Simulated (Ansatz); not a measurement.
A geometry of SrTiO₃ away from equilibrium: step 2 of the relaxation of a relaxed SrTiO3 cell displaced along its unstable phonon at q = Γ (263i cm⁻¹), largest move 0.15 Å. These are PBEsol (plane waves to 420 eV, PAW, scalar-relativistic; Ansatz, a program for electronic structure) values and carry that method's errors. Γ-centred k-mesh 5×5×5 on the run's cell (coarser than for final values), Fermi–Dirac smearing 0.05 eV. The plane waves were selected for a different cell earlier on the path.

```
SrTiO3
1.0
    2.91224     1.68138     5.42433
   -2.91224     1.68138     5.42433
    0.00000    -3.36277     5.42433
Ti Sr O
2 2 6
Direct
  0.23003   0.23003   0.23003
  0.73003   0.73003   0.73003
  0.00053   0.00053   0.00053
  0.50053   0.50053   0.50053
  0.95485   0.54359   0.28700
  0.28700   0.95485   0.54359
  0.54359   0.28700   0.95485
  0.04359   0.45485   0.78700
  0.78700   0.04359   0.45485
  0.45485   0.78700   0.04359
```

Problem. What forces act on the atoms (eV/Å)?

Solution. 
```tsv
atom	Fx	Fy	Fz
Ti1	0.00	0.00	-0.36
Ti2	0.00	0.00	-0.36
Sr3	0.00	0.00	-0.36
Sr4	0.00	0.00	-0.36
O5	0.68	-0.43	0.24
O6	0.03	0.80	0.24
O7	-0.71	-0.37	0.24
O8	-0.68	-0.43	0.24
O9	0.71	-0.37	0.24
O10	-0.03	0.80	0.24
```

The path ends in R3c (No. 161). No spin polarisation in the result.

The run could not lose the symmetry of its start: the end is stationary, and may be a saddle point rather than a minimum.

The end of the path is a generated cell of SrTiO3: the first start was made by placing the elements on the sites of a structure type, and the end was not matched to a known phase here, so it may be hypothetical. Known forms of SrTiO3 include space group No. 221.
